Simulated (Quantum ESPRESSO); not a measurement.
## One change at a time to Cu2Ga3MoPtRu

All numbers below are calculated, not measured. They come from Quantum ESPRESSO 7.5, a public plane-wave density functional program. Each row is one single-point run on a made-up periodic cell of eight metal atoms, with elements, volume, strain and displacements drawn at random and not relaxed, so a cell may be unstable or far from any real phase. There is no spin polarisation or spin-orbit coupling.

Settings: PBE unless stated; PseudoDojo standard norm-conserving files; Fermi-Dirac width 0.25 eV, which means electrons at about 2900 K; cutoff 1252 eV; 6 x 6 x 3 k mesh shifted half a step off Gamma. E is the free energy of the whole cell (internal energy minus TS), so a -TS column is already part of it. Stress is positive in tension, and the pressure P is minus a third of its trace.

Checks: one run of this series was repeated at a higher cutoff and on a denser mesh, which moved values by no more than 0.002 eV, 0.06 GPa and 0.012 eV/Å, and a second program with other atomic files agreed on it to 2 % rms in force and 0.5 GPa in pressure. Known limits: the copper pseudopotential is less sure than most, with forces differing by about three percent and pressure by about two GPa from a second method on plain copper; heavy elements are run without spin-orbit coupling, which real alloys of them have; a spin test at this wide smearing found no moment, but such smearing suppresses magnetism that the real alloy may have.

The lattice is face-centred cubic, and the cell vectors in Å are (-0.051, -0.008, -3.801); (3.893, 0.011, 0.051); (-0.023, -7.814, -0.015), a volume of 115.60 Å³ in run 1. The elements on sites 1 to 8 are Cu Ga Cu Pt Ga Ru Mo Ga. Each later run makes one change to run 1 and keeps the rest. E is counted from run 1, and is n/a where other atomic files have another zero of energy.

| run | change | V (Å³) | P (GPa) | -TS (eV) | rms force (eV/Å) | largest change of a force component (eV/Å) | E (eV) |
|---|---|---|---|---|---|---|---|
| 1 | none | 115.60 | 1.83 | -1.133 | 0.501 | 0.000 | 0.000 |
| 2 | sites 2 and 3 exchanged | 115.60 | 1.80 | -1.149 | 0.517 | 0.940 | 0.017 |
| 3 | all lengths scaled by -1.97 % | 108.91 | 13.49 | -1.050 | 0.487 | 0.200 | 0.307 |
| 4 | PBEsol in place of PBE | 115.60 | -5.48 | -1.133 | 0.531 | 0.114 | n/a |
| 5 | W on site 7 | 115.60 | 1.71 | -1.043 | 0.557 | 0.354 | n/a |
| 6 | site 6 moved by -0.13 Å along x | 115.60 | 1.95 | -1.128 | 0.497 | 1.063 | ? |

## Worked estimate

Along the move dE = -F dx. The force on site 6 along x is -0.493 eV/Å in run 1 and 0.570 eV/Å in run 6, and the move is -0.13 Å, so the mean force times the move gives an estimate.

## Withheld value

Question: what E should run 6 give?

The estimate is 0.005 eV. The calculation gave 0.005 eV.
